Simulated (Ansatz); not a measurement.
Here is the system:

TaSe$_{2}$:
```cif
data_Se2Ta
_chemical_formula_sum 'Ta1 Se2'
_space_group_name_H-M_alt 'P 1'
_space_group_IT_number 1
_cell_length_a 3.40308
_cell_length_b 3.40308
_cell_length_c 6.10005
_cell_angle_alpha 90.000
_cell_angle_beta 90.000
_cell_angle_gamma 120.000
loop_
_space_group_symop_operation_xyz
  'x, y, z'
loop_
_atom_site_label
_atom_site_type_symbol
_atom_site_fract_x
_atom_site_fract_y
_atom_site_fract_z
_atom_site_occupancy
Ta1 Ta 0.00000 0.00000 0.00000 1
Se1 Se 0.66667 0.33333 0.72908 1
Se2 Se 0.33333 0.66667 0.27092 1
```

This is the LDA-relaxed structure.

Q: All from plane-wave PAW LDA (Ansatz code), unless another level is named. Estimate the electronic character.

A: metallic (no gap).

Q: Next, the density of states at the Fermi level?

A: 0.49 states/eV per atom (mean over ±0.08 eV).

Q: Give the formation energy from the elements (no fitted shifts).

A: -0.82 eV/atom.

Space group P-3m1 (CdI2 type). The workflow started from a Materials Project entry (that database holds measured and hypothetical structures alike); the Crystallography Open Database copy checked does not list it. COD files the formula under space group No. 2, 42, 166, 186, 194, so this cell is another polymorph or a model. Its standing as an ambient phase is unchecked. The LDA relaxation kept the symmetry of its start; of distortions, only those at the zone centre were tested. No spin polarisation was allowed. A crystal of weakly bound layers computed without a dispersion correction: the cell and the soft elastic constants depend strongly on that. With an odd number of electrons in the cell and no spin polarisation, the count alone makes it a metal. The references are the lowest solids computed at this level, not always the standard phases. Scalar-relativistic: spin–orbit coupling is off unless named, which matters more the heavier the elements.

Potentials: the later of the program's two PAW sets.
